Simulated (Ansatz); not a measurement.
Level of theory: DFT PBE, scalar-relativistic, plane waves, PAW in Ansatz. The final run on the 8-atom cell used 420 eV, a Γ-centred 6×6×6 mesh, 0.02 eV smearing and no spin polarisation.

The zero of energy is the elements' standard structures at the same level; no fitted shifts are applied.

Task: Give a relaxed trial structure of a cubic semiconductor with formula Mg3CdSe4, with a gap near 1.9 eV, a formation energy near −1.10 eV/atom and a density near 3.77 g/cm³, in a cell of 8 atoms.

Result: Mg3CdSe4, space group P-43m (No. 215). Mg has 4 Se at 2.60 Å; around Cd lie 4 Se at 2.68 Å; Se has 3 Mg at 2.60 Å and 1 Cd at 2.68 Å.

```cif
data_structure
_symmetry_space_group_name_H-M 'P-43m'
_symmetry_Int_Tables_number 215
_cell_length_a 6.0438
_cell_length_b 6.0438
_cell_length_c 6.0438
_cell_angle_alpha 90.000
_cell_angle_beta 90.000
_cell_angle_gamma 90.000
_cell_volume 220.76
loop_
_atom_site_label
_atom_site_type_symbol
_atom_site_symmetry_multiplicity
_atom_site_Wyckoff_symbol
_atom_site_fract_x
_atom_site_fract_y
_atom_site_fract_z
_atom_site_occupancy
Mg1 Mg 3 c 0.00000 0.50000 0.50000 1
Cd1 Cd 1 a 0.00000 0.00000 0.00000 1
Se1 Se 4 e 0.25565 0.25565 0.74435 1
```

The volume per atom is 27.60 Å³. The density is 3.77 g/cm³. The formation energy is −1.099 eV/atom and the gap on the 6×6×6 mesh of the 8-atom cell is 1.93 eV.

The structure comes from a generated guess, relaxed at this level; another structure or a mixture of phases may lie lower. Other answers may fit too; this one was computed.

Kohn–Sham gaps at this level usually fall short of measured ones. The reference form of Se is held partly by dispersion forces, which this level lacks. A structure relaxed within its symmetry needn't be a true minimum.
